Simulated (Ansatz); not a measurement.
Here is the system:

ScAg:
```
ScAg
1.0
    3.38208     0.00000     0.00000
    0.00000     3.38208     0.00000
    0.00000     0.00000     3.38208
Sc Ag
1 1
Direct
  0.50000   0.50000   0.50000
  0.00000   0.00000   0.00000
```

This is the PBEsol-relaxed structure.

All from DFT-PBEsol in the program Ansatz with PAW potentials, unless another level is named. Estimate the density of states at the Fermi level.

0.72 states/eV per atom (mean over ±0.08 eV).

Give the formation energy from the elements (no fitted shifts).

-30 kJ/mol of atoms.

And the gap with spin–orbit coupling?

none (metallic).

Space group Pm-3m (CsCl type). The workflow started from an entry of the Crystallography Open Database (COD). Whether it is the stable phase at ambient conditions was not checked. The PBEsol relaxation kept the symmetry of its start; its stability against distortions is not shown here. The run is not spin-polarised. The references are the lowest solids computed at this level, not always the standard phases. Scalar-relativistic: spin–orbit coupling is off unless named, which matters more the heavier the elements.

Potentials: the later of the program's two PAW sets.
